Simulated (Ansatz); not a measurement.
# Relaxing a structure of AlRh

The relaxed structure here is a generated cell of AlRh: the first start was made by a random draw of sites in a space group, and the end was not matched to a known phase here, so it may be hypothetical.

The start is a randomly generated symmetric cell of AlRh (space group No. 34). Cell shape, volume and atoms are optimised at zero target pressure with PBEsol (plane waves to 420 eV, PAW, scalar-relativistic; Ansatz, a quantum-chemistry and plane-wave program). The first steps use a coarse 10×6×6 k-mesh.

Starting cell:
```
CELL_PARAMETERS angstrom
      3.34891     0.00000     0.00000
      0.00000     5.80625     0.00000
      0.00000     0.00000     5.34289
ATOMIC_POSITIONS crystal
  Al 0.36882 0.70737 0.49125
  Al 0.63118 0.29263 0.49125
  Al 0.86882 0.79263 0.99125
  Al 0.13118 0.20737 0.99125
  Rh 0.00000 0.00000 0.35878
  Rh 0.50000 0.50000 0.85878
  Rh 0.00000 0.50000 0.11408
  Rh 0.50000 0.00000 0.61408
```

| Quantity | Result |
|---|---|
| Outcome | The space group goes from Pnn2 (No. 34) to Amm2 (No. 38), with 2 atoms in the primitive cell |
| Energy released | about 2.5 eV/atom |
| Volume change | +13.3 %, from 12.99 to 14.71 Å³/atom |
| Shortest distances (start → end) | The closest pairs of elements (up to four, under 3.6 Å), start → end: Al–Rh 1.87 → 2.48 Å; Rh–Rh 2.16 → 2.96 Å; Al–Al 2.56 → 2.96 Å |
| Optimiser moves | 23 |

The end point of the relaxation:

Space group Amm2 (No. 38); a = 2.962 Å, b = 2.993 Å, c = 6.636 Å, α = 90.00°, β = 90.00°, γ = 90.00°

| atom | site | symmetry | x | y | z |
|---|---|---|---|---|---|
| Al | 2b | mm2 | 0.5000 | 0.5000 | 0.5372 |
| Rh | 2a | mm2 | 0.0000 | 0.0000 | 0.7351 |
(The calculation used a cell of 2 atoms; values per cell refer to that cell.)

Final values are on a 16×17×17 k-mesh of the relaxed cell. The start holds a very short contact (Al–Rh 1.87 Å). No spin polarisation in the result.

The run could not lower the symmetry of its start; a shaken copy of this end point relaxes with PBEsol to Pm-3m (No. 221), 0.40 eV/atom lower.
